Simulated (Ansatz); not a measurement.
Cold compression of ZrCu

```yaml
crystal:
  lattice:
    - [3.25266, 0.00000, 0.00000]
    - [0.00000, 3.25266, 0.00000]
    - [0.00000, 0.00000, 3.25266]
  atoms:
    - { symbol: Zr, position: [0.50000, 0.50000, 0.50000] }
    - { symbol: Cu, position: [0.00000, 0.00000, 0.00000] }
```

The base volume is that of a database entry, so it needn't be at zero pressure; the structure needn't be the stable phase, at rest or compressed.

Its volume is scaled at fixed shape and fractional positions.

Level of theory: DFT with LDA, scalar-relativistic, in Ansatz 0.2.0; a Γ-centred 11×11×11 k mesh, Fermi–Dirac smearing of 0.05 eV, no spin polarisation. LAPW: all electrons, basis error target 1 meV/atom; PAW: frozen-core files, cutoff 420 eV; crystal datasets: all electrons, by PAW datasets that the program makes for each cell.

Energies are extrapolated to zero smearing and count from the unscaled cell; pressure is positive in compression; gaps take the mesh and a band path. No temperature or zero-point motion is included.

The PAW files were made under PBE.

```csv
V/V0,V (Å³/atom),P LAPW (GPa),ΔE LAPW (eV/atom),P PAW − LAPW (GPa),ΔE PAW − LAPW (meV/atom)
1.00,17.21,-6.99,0.000,0.00,0.0
0.85,14.63,18.66,0.066,0.01,0.0
0.60,10.32,160.4,2.002,0.08,0.8
0.50,8.60,?,4.494,0.07,1.7
```

(1) Give the missing entry: row "0.50", column "P LAPW (GPa)".

(2) At the smallest volume, how far do crystal datasets lie from LAPW in pressure?

(3) How do the Löwdin populations by LAPW change from the unscaled cell to the last row?

Answers

(1) 322.7.

(2) crystal datasets: 0.00 GPa, on a LAPW pressure of 322.7 GPa.

(3) Zr 4s 1.96 → 1.86, Zr 5s 0.88 → 0.62, Zr 4p 5.99 → 5.88, Zr 4d 3.34 → 4.44, Cu 3s 1.98 → 1.94, Cu 4s 0.98 → 0.64, Cu 3d 9.65 → 9.53 electrons an atom. These are projections on the shells that the free atoms fill; 0.22 e a cell lies outside them at the start and 0.12 e at the end.
